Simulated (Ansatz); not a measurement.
Os (fcc, Cu type)

```
CELL_PARAMETERS angstrom
      0.00000     3.80249     3.80249
      1.90125     1.90125     3.80249
      1.90125     1.90125     0.00000
ATOMIC_POSITIONS crystal
  Os 0.00000 0.00000 0.00000
  Os 0.50000 0.00000 0.00000
```

A phonon eigenvector at X = (0.5, 0.5, 0.0) is frozen into this cell: atom i moves by Q times the vector below, so Q is the largest atomic displacement, in Å. The cell is held. (q is in reciprocal vectors of the primitive cell; the cell shown is doubled to hold the pattern.)

| atom | x | y | z |
|---|---|---|---|
| Os1 | 0.000 | 0.000 | -1.000 |
| Os2 | 0.000 | 0.000 | 1.000 |

Computed with LDA (plane waves to 420 eV, PAW, scalar-relativistic; Ansatz, a first-principles code). k mesh 21×21×21 (Γ-centred), Fermi-Dirac smearing 0.05 eV. E stands for the smeared free energy. With partly filled bands, energies and forces of such displacements shift with the k mesh and the smearing. Os is run without spin polarisation. Os was relaxed with its symmetry unable to fall. Spin-orbit coupling is left out, though Os is heavy. This is one of several known forms of Os; the measured ambient cells at hand have space group No. 194. The zero of ΔE is the undisplaced structure.

The scan covers Q from -0.280 to 0.280 Å in 13 points.

Question: Which space group does the distorted structure have?

Answer: P4/nmm (No. 129), lowered from Fm-3m.

Question: Is this a single well or a double well?

Answer: A single well with its minimum at or next to zero displacement.

Question: What is the energy change at Q = 0.280 Å?

Answer: 1999 meV/cell.

Question: What harmonic wavenumber does the curvature at Q = 0 give?

Answer: 126 cm⁻¹.

(For displaced atoms, the force is minus the slope of the energy, and its curvature is a force constant, which sets phonon frequencies.)
